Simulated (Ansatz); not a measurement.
GaN:
```
CELL_PARAMETERS angstrom
      3.17486     0.00000     0.00000
     -1.58743     2.74951     0.00000
      0.00000     0.00000     7.52337
ATOMIC_POSITIONS crystal
  Ga 0.66667 0.33333 0.25000
  Ga 0.33333 0.66667 0.75000
  N  0.00000 0.00000 0.75000
  N  0.00000 0.00000 0.25000
```

Tensor components refer to the Cartesian frame of this cell.

Question: Give the high-frequency dielectric tensor and the Born effective charge tensors of the independent atoms from DFPT, plane-wave PAW r²SCAN+D4 (Ansatz code).

Answer: 
ε∞:
```
5.17  0.00  0.00
0.00  5.17  0.00
0.00  0.00  3.01
```
Z* of atom 1 (Ga), rows: field, columns: displacement, in e:
```
3.07  0.00  0.00
0.00  3.07  0.00
0.00  0.00  0.96
```
Z* of atom 3 (N), rows: field, columns: displacement, in e:
```
-3.07   0.00   0.00
 0.00  -3.07   0.00
 0.00   0.00  -0.96
```

Static charges for comparison (Bader): Ga1 +1.61, N3 -1.61 e. Born charges measure polarisation by displacement and can exceed these by far.

Space group P6_3/mmc. The first step of the workflow began from a Materials Project structure, measured or hypothetical; the Crystallography Open Database copy checked does not list it. It is not the phase usual at ambient conditions (space group No. 186, 216). The r²SCAN+D4 relaxation kept the symmetry of its start; phonons show weakly imaginary modes. Spin–orbit coupling is left out wherever it is not named.

Potentials: the later of the program's two PAW sets.
